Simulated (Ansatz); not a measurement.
Ansatz (a quantum-chemistry and plane-wave program) input:

Ansatz 0.2 input:
```yaml
crystal:
  lattice:
    - [0.0, 2.1161752086, 2.1161752086]
    - [2.1161752086, 0.0, 2.1161752086]
    - [2.1161752086, 2.1161752086, 0.0]
  atoms:
    - { symbol: N, position: [0.0, 0.0, 0.0] }
    - { symbol: Ti, position: [0.5, 0.5, 0.5] }
kpoints:
  mp_grid: { grid: [17, 17, 17] }
hamiltonian:
  xc: r2scan
  pseudopotentials: { kind: paw }
scf:
  occupations: { method: gaussian, width: 0.05 }
checkpoint: { read: metal.run }
output: { write_density: true, elf: true, volumetric_format: npy }
```

Output (shortened):

```
Pseudopotential: N, paw, valence charge 5
Pseudopotential: Ti, paw, valence charge 12
Functional definition: r2SCAN
Crystal: 2 atoms, lattice volume = 18.953 Å³
Basis set: ecut = 500 eV, 531 PW (Γ), exchange–correlation on 96×96×96 points (64 copies of the dense FFT grid, shifted against one another)
Bands: 17, of which v1, the nominal top of the filled ones, is band 9 counted from 1 (8 counted from 0)
Symmetry: 48 space group operations
Space group: Fm-3m (ITA 225), of the structure as read, at distance tolerance 2.7e-5 Å
k-points: 165 of 4913
Stability of the state it starts from, as read at its close in the unpolarized treatment …
iter 1 solved again at ethr=8.96e-9 eV; its pass at ethr=3.10e-3 eV (dr2=1.52e-6 eV) is discarded
SCF iter   1: F=—  HF=-2893.085505 eV  |F-HF|=—  |Δ(HF+E_count)|=         —  Δρ=8.00e-8  dr2=7.77e-13  dr2_τ=2.88e-13  ethr=8.96e-9  ⟨swp⟩=3.0  Hψ=19963  notcnv=0
preconditioner: auto → none
SCF iter   2: F=-2893.085505 eV  HF=-2893.085505 eV  |F-HF|=1.82e-12  |Δ(HF+E_count)|=  9.50e-11  Δρ=9.83e-8  dr2=1.22e-12  dr2_τ=2.56e-13  ethr=1.00e-12  ⟨swp⟩=3.4  Hψ=6670  notcnv=0
SCF 1 converged in 2 iterations: F = -2893.085505 eV  dr2 = 1.22e-12
SCF converged after 2 iterations
Free energy (F): -2893.085505 eV
Harris-Foulkes:  -2893.085505 eV  (|F-HF|=1.82e-12)
Internal energy: -2893.084515 eV  (E = F + TS)
E sigma→0 (E₀):  -2893.085010 eV
Entropy (-TS):   -0.000990 eV (-0.495 meV/atom)
Fermi energy:    17.414848 eV
--- Per-component energies (eV) ---
  E_band       = -105.781598
  E_kinetic    = 407.997052
  E_local      = -782.145932  (includes V_loc(G=0)·N_el)
  E_nonlocal   = 50.243859
  E_hartree    = 311.817487
  E_xc         = -155.226958
  E_vxc        = -220.858167  (∫ρ·V_xc dr)
  E_paw        = -1184.917861  (= ΣΔE_a)
  E_vpaw       = -198.595075  (= ΣTr[D̂ρ^β])
  E_aug_tail   = 0.000097  (compensation charges beyond the density's cutoff)
  E_vtau       = 13.941616  (kinetic-family band-sum trace: ∫τ·v_τ [+ j·A + Jᵃ·Aᵃ] dr)
  E_ewald      = -1540.569238
  E_core_change = -0.283022  (= ΣΔE_core)
  E_smearing   = -0.000990  (= −TS)
  E_closure    =  0.000000  (closes the sum)
  Σ components = -2893.085505   (vs F -2893.085505, Δ=0.00e0)
  [band-id]    e_kinetic+e_local+e_nonlocal+2·e_hartree+e_vxc+e_vpaw+e_augmentation_tail+e_vtau = -105.781576   (vs E_band -105.781598, Δ=2.20e-5)
--- Band table (eV; the first three rows and the last of 165) ---
  k-point 0: bands = ["-42.9453", "-17.8664", "-17.8664", "-17.8664", "-0.9009", "15.0544", "15.0544", "15.0544", "16.7961", "16.7961", "16.7961", "18.0496", "18.0496", "23.3838", "31.3449", "37.7474", "37.7474"]
  k-point 1: bands = ["-42.9420", "-17.8903", "-17.8682", "-17.8682", "-0.8311", "14.6609", "14.7605", "14.7605", "16.9003", "16.9003", "16.9963", "18.3578", "18.3578", "23.5780", "31.3849", "37.6645", "37.6645"]
  k-point 2: bands = ["-42.9323", "-17.9585", "-17.8735", "-17.8735", "-0.6283", "13.7997", "14.1436", "14.1436", "17.1278", "17.1278", "17.3463", "19.0928", "19.0928", "24.0899", "31.4154", "37.3735", "37.3735"]
  k-point 164: bands = ["-42.8130", "-18.2690", "-18.2289", "-18.0929", "0.9792", "11.3247", "11.6336", "11.7587", "18.1555", "18.5798", "19.8721", "20.6964", "21.5250", "29.9708", "30.2431", "31.4858", "35.0455"]
```

Cost: about 5 core-seconds (a rough figure) on shared cores.

The r²SCAN relaxation kept the symmetry of its start; of distortions, only those at the zone centre were tested. No spin polarisation was allowed. With an odd number of electrons in the cell and no spin polarisation, the count alone makes it a metal.

Potentials: the later of the program's two PAW sets.

Ansatz is a plane-wave DFT program.
